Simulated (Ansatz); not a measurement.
The cell below belongs to a search over invented structures; it isn't taken from experiment.

Input and command of a plane-wave DFT calculation in Ansatz:

```yaml
crystal:
  lattice:
    - [6.95647792, 0.0, 0.0]
    - [-3.47823896, 6.0244866, 0.0]
    - [0.0, 0.0, 5.80049047]
  atoms:
    - { symbol: Ga, position: [0.0, 0.0, 0.0] }
    - { symbol: Ga, position: [0.0, 0.0, 0.5] }
    - { symbol: As, position: [0.33333333, 0.66666667, 0.25] }
    - { symbol: As, position: [0.66666667, 0.33333333, 0.75] }
    - { symbol: Se, position: [0.16900001, 0.83099999, 0.75] }
    - { symbol: Se, position: [0.33800003, 0.16900001, 0.25] }
    - { symbol: Se, position: [0.16900001, 0.33800003, 0.75] }
    - { symbol: Se, position: [0.83099999, 0.16900001, 0.25] }
    - { symbol: Se, position: [0.66199997, 0.83099999, 0.75] }
    - { symbol: Se, position: [0.83099999, 0.66199997, 0.25] }
basis:
  ecutwfc: 420
kpoints:
  mp_grid: { grid: [2, 2, 2] }
hamiltonian:
  xc: pbe
scf:
  occupations: { method: gaussian, width: 0.15 }
  lower_state_search: "off"
output:
  forces: true
  stress: true
  eigenvalues: true
relax:
  adjacent_minimum: "off"
  f_tol: 0.08
  max_steps: 16
  cell: { stress_tol: 0.8 }
```

```bash
ansatz run input.yaml --threads 1 --pin off --max-ram 2560MiB --backend cpu --events-out ev --progress --plain --runs-dir out
```

Processor: AMD EPYC 7571, 1 thread, on a host shared with other jobs.

Estimate time, memory and problem size.

About 3.3 min, peak memory 0.62 GiB. It solves 92 bands at 4 k points (after reduction by symmetry) with about 4537 plane waves (on the last cell), in 96 SCF iterations over 13 ionic steps.
